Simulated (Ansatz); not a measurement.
Sc (hcp, Mg type), scan of one atom of the cell

Starting cell, Sc (hcp, Mg type):

```
Sc
1.0
    3.31943     0.00000     0.00000
   -1.65971     2.87471     0.00000
    0.00000     0.00000     5.16637
Sc
2
Direct
  0.33333   0.66667   0.75000
  0.66667   0.33333   0.25000
```

In each cell atom 1 (Sc, nearest neighbour Sc at 3.216 Å; its periodic images, 3.3 Å or more away, move with it) moves by s·(1.000, 0.000, 0.000) (along Cartesian x), the rest being held.

All values below come from PBE (plane waves to 420 eV, PAW, scalar-relativistic; Ansatz, an electronic-structure program). k mesh 13×13×7 (Γ-centred), Fermi-Dirac smearing 0.05 eV. The energy includes the smearing's −TS. With partly filled bands, energies and forces of such displacements shift with the k mesh and the smearing. F∥ is the force on the atom along that direction. F⊥ is the part of the force across the line. Sc is run without spin polarisation. Sc was relaxed with its symmetry unable to fall. ΔE is measured from the undisplaced structure.

```json
[
 {"s (Å)": "-0.640", "ΔE (meV/cell)": "265", "|F⊥| (eV/Å)": "0.236", "F∥ (eV/Å)": "0.674"},
 {"s (Å)": "-0.512", "ΔE (meV/cell)": "180", "|F⊥| (eV/Å)": "0.150", "F∥ (eV/Å)": "0.638"},
 {"s (Å)": "-0.384", "ΔE (meV/cell)": "105", "|F⊥| (eV/Å)": "0.088", "F∥ (eV/Å)": "0.529"},
 {"s (Å)": "-0.256", "ΔE (meV/cell)": "47", "|F⊥| (eV/Å)": "0.039", "F∥ (eV/Å)": "0.366"},
 {"s (Å)": "-0.128", "ΔE (meV/cell)": "12", "|F⊥| (eV/Å)": "0.011", "F∥ (eV/Å)": "0.187"},
 {"s (Å)": "0.000", "ΔE (meV/cell)": "0", "|F⊥| (eV/Å)": "0.000", "F∥ (eV/Å)": "0.000"},
 {"s (Å)": "0.128", "ΔE (meV/cell)": "12", "|F⊥| (eV/Å)": "0.011", "F∥ (eV/Å)": "-0.187"},
 {"s (Å)": "0.256", "ΔE (meV/cell)": "47", "|F⊥| (eV/Å)": "0.039", "F∥ (eV/Å)": "-0.366"},
 {"s (Å)": "0.384", "ΔE (meV/cell)": "105", "|F⊥| (eV/Å)": "0.088", "F∥ (eV/Å)": "-0.529"},
 {"s (Å)": "0.512", "ΔE (meV/cell)": "180", "|F⊥| (eV/Å)": "0.150", "F∥ (eV/Å)": "-0.638"},
 {"s (Å)": "0.640", "ΔE (meV/cell)": "265", "|F⊥| (eV/Å)": "0.236", "F∥ (eV/Å)": "-0.674"}
]
```

Read from the data:

The energy at s = 0.640 Å is 265 meV/cell and the force along the line at s = -0.640 Å is 0.674 eV/Å. The force constant k = d²E/ds² at s = 0 (finite differences) is 1.47 eV/Å². Symmetry of the curve: even: the same for both signs. Shape of the curve: a single well with its minimum at or next to zero displacement. Harmonic estimate at the end of the scan: ½ks² = 301 meV/cell against the computed 265 meV/cell, so the well is softer than harmonic there.

(For displaced atoms, the force is minus the slope of the energy, and its curvature is a force constant, which sets phonon frequencies.)
